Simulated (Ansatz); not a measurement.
TaAlB:
```cif
data_Al4B4Ta4
_chemical_formula_sum 'Al4 B4 Ta4'
_space_group_name_H-M_alt 'Cmcm'
_space_group_IT_number 63
_space_group_name_Hall '-C 2c 2'
_cell_length_a 3.31955
_cell_length_b 14.56482
_cell_length_c 3.08816
_cell_angle_alpha 90.000
_cell_angle_beta 90.000
_cell_angle_gamma 90.000
loop_
_atom_site_label
_atom_site_type_symbol
_atom_site_symmetry_multiplicity
_atom_site_Wyckoff_symbol
_atom_site_fract_x
_atom_site_fract_y
_atom_site_fract_z
_atom_site_occupancy
Al1 Al 4 c 0.00000 0.70119 0.25000 1
B1 B 4 c 0.00000 0.53112 0.25000 1
Ta1 Ta 4 c 0.00000 0.08903 0.75000 1
```
(The calculation used a cell of 6 atoms; values per cell refer to that cell.)

Relaxed at zero pressure with the program Ansatz at the r²SCAN level (PAW).

### Question
The volume is lowered by 6 % and shape and atoms relax at that volume. What pressure results, and how do the axes share the change?

### Answer
14.5 GPa; a -2.0 %, b -2.4 %, c -1.7 %; the energy rises by 32 meV/atom.

### Question
Give the new structure.

### Answer

Space group Cmcm (No. 63); a = 3.2525 Å, b = 14.2138 Å, c = 3.0359 Å, α = 90.00°, β = 90.00°, γ = 90.00°

| atom | site | symmetry | x | y | z |
|---|---|---|---|---|---|
| Al | 4c | m2m | 0.0000 | 0.7022 | 0.2500 |
| B | 4c | m2m | 0.0000 | 0.5321 | 0.2500 |
| Ta | 4c | m2m | 0.0000 | 0.0901 | 0.7500 |

The phase is kept; no other phase was compared at this pressure.

The start of the workflow was typed in or built on a structure type; neither database checked (COD, Materials Project) lists it. Whether it is the stable phase at ambient conditions was not checked. The cell was relaxed with r²SCAN under the symmetry of its start; whether a distortion lowers the energy is not shown. The run is not spin-polarised. Spin–orbit coupling is left out wherever it is not named.

Potentials: the earlier of the program's two PAW sets. The files were generated under PBE; for other functionals the program regenerates the frozen cores, and for LDA and PBEsol the local potential too.
